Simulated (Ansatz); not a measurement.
## CuPd: computed property card

CuPd:
```
CELL_PARAMETERS angstrom
      2.92966     0.00000     0.00000
      0.00000     2.92966     0.00000
      0.00000     0.00000     2.92966
ATOMIC_POSITIONS crystal
  Cu 0.00000 0.00000 0.00000
  Pd 0.50000 0.50000 0.50000
```

Space group Pm-3m (No. 221), CsCl type; conventional cell a = 2.930 Å, b = 2.930 Å, c = 2.930 Å, α = 90.00°, β = 90.00°, γ = 90.00°.

Method: plane-wave PAW LDA (Ansatz code). Geometry: relaxed at this level of theory. Other levels are named where they apply.

Cell and energy:

* **Volume per atom**: 12.57 Å³
* **Density**: 11.22 g/cm³
* **Formation energy from the elements (no fitted shifts)**: -0.10 eV/atom

Electronic structure:

Electronic character: metallic (no gap)
Density of states at the Fermi level: 0.62 states/eV per atom (mean over ±0.08 eV)

Mechanics:

- Bulk modulus (Birch–Murnaghan fit): 206 GPa
- Pressure derivative B′: 5.2
- Elastic constants (relaxed ions, GPa): C11 = 228, C12 = 196, C44 = 117
- Mechanical stability: stable (all eigenvalues of C positive)
- Hill bulk and shear moduli: 207 and 55.2 GPa
- Young's modulus: 152 GPa
- Poisson's ratio: 0.38
- Debye temperature from the elastic constants: 320 K

Phonons:

* **Highest zone-centre frequency**: 232 cm⁻¹
* **Zone-centre stability**: no imaginary mode at Γ

The first step of the workflow began from a Materials Project structure, measured or hypothetical; the Crystallography Open Database files this formula in space group No. 221, but the cells were not matched. Whether it is the stable phase at ambient conditions was not checked. Symmetry was held in the LDA relaxation. The run is not spin-polarised. As this level gives no gap, shear constants depend on the k-mesh and smearing (Fermi–Dirac, 0.1 eV here). As this level gives no gap, phonon frequencies hold no LO–TO term and depend on the k-mesh and smearing (Fermi–Dirac, 0.1 eV here). The references are the lowest solids computed at this level, not always the standard phases. Spin–orbit coupling is left out wherever it is not named.

Potentials: the later of the program's two PAW sets.
